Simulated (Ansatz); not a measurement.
This cell of Al (fcc, Cu type) is off equilibrium:

```
Al
1.0
    0.00000     3.99072     3.99072
    1.99536     0.00000     1.99536
    1.99536     1.99536     0.00000
Al
2
Direct
  0.98047   0.01302   0.01302
  0.51953   0.98698   0.98698
```

All values below come from r2SCAN (plane waves to 500 eV, PAW, scalar-relativistic; Ansatz, a program for electronic structure). k mesh 10×20×20 (Γ-centred), Fermi-Dirac smearing 0.05 eV. Stress and pressure are positive under compression. With partly filled bands, energies and forces of such displacements shift with the k mesh and the smearing. Al was relaxed with its symmetry unable to fall. The PAW data are Ansatz's earlier set.

Predict the force on every atom, in eV/Å.


```json
[
 {"atom": "Al1", "Fx": "-0.647", "Fy": "0.647", "Fz": "0.647"},
 {"atom": "Al2", "Fx": "0.647", "Fy": "-0.647", "Fz": "-0.647"}
]
```

Give the stress tensor in GPa and the pressure.


```
    1.6     -0.4     -0.4
   -0.4      1.6      0.4
   -0.4      0.4      1.6
```
The pressure, a third of the trace, is 1.6 GPa.

(A displaced cell: forces are minus the slopes of the energy, force constants its curvatures, and phonons follow from these.)
